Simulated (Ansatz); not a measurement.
Input:

GaSb:
```cif
data_Ga2Sb2
_chemical_formula_sum 'Ga2 Sb2'
_space_group_name_H-M_alt 'P63/mmc'
_space_group_IT_number 194
_space_group_name_Hall '-P 6c 2c'
_cell_length_a 3.94723
_cell_length_b 3.94723
_cell_length_c 7.25660
_cell_angle_alpha 90.000
_cell_angle_beta 90.000
_cell_angle_gamma 120.000
loop_
_atom_site_label
_atom_site_type_symbol
_atom_site_symmetry_multiplicity
_atom_site_Wyckoff_symbol
_atom_site_fract_x
_atom_site_fract_y
_atom_site_fract_z
_atom_site_occupancy
Ga1 Ga 2 a 0.00000 0.00000 0.00000 1
Sb1 Sb 2 c 0.33333 0.66667 0.25000 1
```

This is the PBE-relaxed structure.

**Question.** All from PBE (plane waves, PAW; program Ansatz), unless another level is named. Give the electronic character.

**Answer.** metallic (no gap).

**Question.** What about the density of states at the Fermi level?

**Answer.** 0.59 states/eV per atom (mean over ±0.08 eV).

**Question.** And the formation energy from the elements (no fitted shifts)?

**Answer.** 0.058 eV/atom.

Space group P6_3/mmc (NiAs type). The start of the workflow was typed in or built on a structure type; neither database checked (COD, Materials Project) lists it. It is not the phase usual at ambient conditions (space group No. 216). The cell was relaxed with PBE under the symmetry of its start; whether a distortion lowers the energy is not shown. The references are the lowest solids computed at this level, not always the standard phases. Spin–orbit coupling is left out wherever it is not named.

Potentials: the earlier of the program's two PAW sets.
